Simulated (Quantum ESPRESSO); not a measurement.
pw.x input (Quantum ESPRESSO 7.5; PBEsol, PseudoDojo standard norm-conserving files, scalar-relativistic):

```
&CONTROL
  calculation = 'scf'
  pseudo_dir = './pseudo'
  outdir = './out'
  tprnfor = .true.
  tstress = .true.
/
&SYSTEM
  ibrav = 0
  nat = 2
  ntyp = 1
  ecutwfc = 82.0
  ecutrho = 328.0
  occupations = 'smearing'
  smearing = 'fd'
  degauss = 0.005
  nbnd = 8
/
&ELECTRONS
  conv_thr = 2e-10
/
ATOMIC_SPECIES
C 12.0110 C.upf
CELL_PARAMETERS angstrom
  2.131760000000  -1.237045000000   0.000000000000
  2.131760000000   1.237045000000   0.000000000000
 -0.260310000000   0.000000000000   3.729055000000
ATOMIC_POSITIONS crystal
C   0.833820000000   0.833820000000   0.000090000000
C   0.166180000000   0.166180000000   0.999910000000
K_POINTS automatic
20 20 12 0 0 0
```

End of the output:

```
     total energy              =     -24.01904996 Ry
     estimated scf accuracy    <       0.00000174 Ry
     total energy              =     -24.01905055 Ry
     estimated scf accuracy    <       0.00000003 Ry
     total energy              =     -24.01905057 Ry
     estimated scf accuracy    <          3.2E-10 Ry
[...]
     the Fermi energy is     5.8213 ev
!    total energy              =     -24.01905057 Ry
     estimated scf accuracy    <          2.6E-12 Ry
     smearing contrib. (-TS)   =      -0.00003551 Ry
     internal energy E=F+TS    =     -24.01901506 Ry
     The total energy is F=E-TS. E is the sum of the following terms:
     one-electron contribution =      -9.61831470 Ry
     hartree contribution      =       8.51487839 Ry
     xc contribution           =      -8.49829602 Ry
     ewald contribution        =     -14.41728274 Ry
     convergence has been achieved in   7 iterations
     Forces acting on atoms (cartesian axes, Ry/au):
     atom    1 type  1   force =    -0.01104899    0.00000000   -0.00043786
     atom    2 type  1   force =     0.01104899    0.00000000    0.00043786
     Total force =     0.015638     Total SCF correction =     0.000000
     Computing stress (Cartesian axis) and pressure
          total   stress  (Ry/bohr**3)                   (kbar)     P=      -17.67
  -0.00002835   0.00000000  -0.00001151           -4.17        0.00       -1.69
   0.00000000  -0.00036570  -0.00000000            0.00      -53.80       -0.00
  -0.00001151   0.00000000   0.00003368           -1.69        0.00        4.95
```

Geometry of the Materials Project entry, not relaxed at this level.
